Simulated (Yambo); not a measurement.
Yambo run on AgP$_{2}$ (space group P2_1/c, No. 14). The wavefunctions are PBEsol (Quantum ESPRESSO, PseudoDojo norm-conserving, 82 Ry, without SOC) ones on a 2×2×2 mesh (58 occupied bands); a = 6.211 Å, b = 5.075 Å, c = 7.832 Å, α = 90.00°, β = 113.47°, γ = 90.00°.

Yambo input:

```
rim_cut
gw0
dyson
el_el_corr
HF_and_locXC
ppa
em1d
RandQpts= 1000000
RandGvec= 1 Ry
EXXRLvcs= 82 Ry
VXCRLvcs= 328 Ry
Chimod= "HARTREE"
% BndsRnXp
 17 | 263 |
%
NGsBlkXp= 6 Ry
% LongDrXp
 1.0 | 1.0 | 1.0 |
%
PPAPntXp= 27.2114 eV
% GbndRnge
 1 | 119 |
%
GTermKind= "none"
DysSolver= "n"
ExtendOut
% QPkrange
 5 | 5 | 58 | 59 |
%
```

k points by index: 5 = (-0.5, 0, 0).

Table of the .qp output:

```
#    K-point    Band    Eo [eV]    E [eV]    E-Eo [eV]    Vxc [eV]    Vnlxc [eV]    Sc|Eo [eV]    Sc|E [eV]    dSc/dw|Eo [eV]    Re(Z)    Im(Z)
#
    5    58    0.000000    0.436567    0.436567    -15.08841    -17.00741    2.470213    2.355564    -7.147351    0.791976    -0.001426
    5    59    0.599458    1.497499    0.898041    -11.67416    -7.726946    -2.824429    -3.049175    -6.809193    0.799848    -0.001381
```
(The two width columns are left out.) Convergence of these settings isn't established.

Geometry of the Materials Project entry, not relaxed at this level.
